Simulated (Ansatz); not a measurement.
Relaxation of a relaxed WC cell, doubled along one cell vector, shaken by Gaussian noise of σ = 0.08 Å a coordinate; 8 atoms in the cell, which starts as P1 (No. 1), aP8; a = 2.909 Å, b = 5.038 Å, c = 5.727 Å, α = β = γ = 90.00°. Method: r2SCAN (plane waves to 500 eV, PAW, scalar-relativistic; Ansatz, a first-principles code). Γ-centred k-mesh 5×9×4 on the run's cell (coarser than for final values), Fermi–Dirac smearing 0.05 eV. This is the first round of the run. 

The optimiser's lines from the output (shortened; P is positive under compression):

```
relax step   1: F+E_penalty+E_count = -42593.72061776 eV  Δ(F+E_penalty+E_count) = +0.000e0 eV  max|allowed force component| = 6.258e0 eV/Å  Δτ_max = 0.0000 Å  P = +11.550 GPa  Ω = 83.931 Å³  (8 SCF iters, dr2 threshold 1.00e-7 eV, accepted)
relax step   2: F+E_penalty+E_count = -42595.08766521 eV  Δ(F+E_penalty+E_count) = -1.367e0 eV  max|allowed force component| = 1.390e0 eV/Å  Δτ_max = 0.1977 Å  P = +2.451 GPa  Ω = 83.922 Å³  (8 SCF iters, dr2 threshold 8.00e-7 eV, accepted)
relax step   3: F+E_penalty+E_count = -42595.39461787 eV  Δ(F+E_penalty+E_count) = -3.070e-1 eV  max|allowed force component| = 2.279e-2 eV/Å  Δτ_max = 0.0983 Å  P = -1.663 GPa  Ω = 84.319 Å³  (8 SCF iters, dr2 threshold 8.00e-7 eV, accepted)
relax step   4: F+E_penalty+E_count = -42595.39714886 eV  Δ(F+E_penalty+E_count) = -2.531e-3 eV  max|allowed force component| = 3.941e-3 eV/Å  Δτ_max = 0.0015 Å  P = -0.016 GPa  Ω = 83.944 Å³  (6 SCF iters, dr2 threshold 8.00e-7 eV, accepted)
relax step   5: F+E_penalty+E_count = -42595.39715508 eV  Δ(F+E_penalty+E_count) = -6.218e-6 eV  max|allowed force component| = 4.417e-4 eV/Å  Δτ_max = 0.0003 Å  P = -0.001 GPa  Ω = 83.942 Å³  (4 SCF iters, dr2 threshold 1.70e-8 eV, accepted)
relax step   6: F+E_penalty+E_count = -42595.39715975 eV  Δ(F+E_penalty+E_count) = -4.673e-6 eV  max|allowed force component| = 4.245e-4 eV/Å  Δτ_max = 0.0000 Å  P = -0.005 GPa  Ω = 83.942 Å³  stress off target by 1.03e-2 GPa  SCF on the basis re-selected at this cell (its energy is not comparable with the rows above)  (4 SCF iters)
```

From the first to the last row the energy changes by -0.21 eV/atom and the volume by 0.0 %. The last row is marked as not comparable with the walk above it, whose basis was carried along; it does compare with step 1, since both stand on a basis selected at the nominal cutoff for their own cell.

Later rounds, restarted from the end of this one on a renewed k-mesh, logged 4 more steps and released under 0.01 eV/atom more. The final structure after all rounds: P6₃/mmc (No. 194), hP4, NiAs type; a = b = 2.9088 Å, c = 5.7273 Å, α = β = 90.00°, γ = 120.00°. No spin polarisation in the result.

The relaxed structure here is a generated cell of WC: the first start was made by placing the elements on the sites of a structure type, and the end was not matched to a known phase here, so it may be hypothetical. Known forms of WC include space group No. 187.
